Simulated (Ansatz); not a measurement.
## Several inputs for CaO with phosphorus replacing O

Cell: a supercell of CaO (rock salt type, Fm-3m) built from a COD entry, with all atoms left at the host's positions.

```cif
data_Ca27PO26
_symmetry_space_group_name_H-M 'Fm-3m'
_symmetry_Int_Tables_number 225
_cell_length_a 14.4390
_cell_length_b 14.4390
_cell_length_c 14.4390
_cell_angle_alpha 90.000
_cell_angle_beta 90.000
_cell_angle_gamma 90.000
loop_
_atom_site_label
_atom_site_type_symbol
_atom_site_symmetry_multiplicity
_atom_site_Wyckoff_symbol
_atom_site_fract_x
_atom_site_fract_y
_atom_site_fract_z
Ca1 Ca 32 f 0.3333 0.8333 0.8333
Ca2 Ca 24 e 0.5000 0.0000 0.8333
Ca6 Ca 48 h 0.8333 0.1667 0.0000
Ca27 Ca 4 a 0.0000 0.5000 0.5000
P P 4 b 0.5000 0.0000 0.0000
O29 O 48 i 0.6667 0.1667 0.0000
O32 O 32 f 0.8333 0.1667 0.1667
O42 O 24 e 0.0000 0.5000 0.3333
```

One atom of each set is listed; the run and its k-mesh use a cell of 54 atoms with edges of 10.21, 10.21, 10.21 Å.

Reference run. Level of theory: DFT, PBE, plane waves and PAW, scalar-relativistic, 420 eV cutoff, Γ-centred 2×2×2 k-points, Fermi–Dirac smearing 0.01 eV, cell charge -1 (Ansatz 0.2.0).

It gives V_zz (10²¹ V/m²) Ca2 -3.38 (η 0.00), O29 -0.43 (η 0.62), among others. Each of these runs changes the input as listed (caps on SCF iterations aside):

A. scf.occupations.width: 0.01 → not typed; scf.occupations.method: fermi_dirac → tetrahedron_uncorrected
B. hamiltonian.xc: pbe → revpbe

**Question.** Which of these changes matter for the gradients?

**Answer.** 

```json
{"run": "A", "Ca2 V_zz (η)": "-3.38 (0.00)", "O29 V_zz (η)": "-0.43 (0.62)", "largest change of a gradient tensor, all atoms": "0.00", "note": "converged"}
{"run": "B", "Ca2 V_zz (η)": "-3.32 (0.00)", "O29 V_zz (η)": "-0.41 (0.68)", "largest change of a gradient tensor, all atoms": "0.06", "note": "converged"}
```

Run B moves them most, on Ca2 (V_zz from -3.38 to -3.32); against its own size the tensor moves most on O29 among sites above 0.3 (by 0.02, V_zz from -0.43 to -0.41).

On the reference run: The defect repeats with the cell of 54 atoms, so it feels its images: sites between two images don't show the values beside a lone defect, and zeros or small values of η there can come from the images' arrangement. A uniform background compensates the cell's charge. The neighbours have not yet relaxed around the defect (largest force 2.6 eV/Å), so a real crystal will differ.
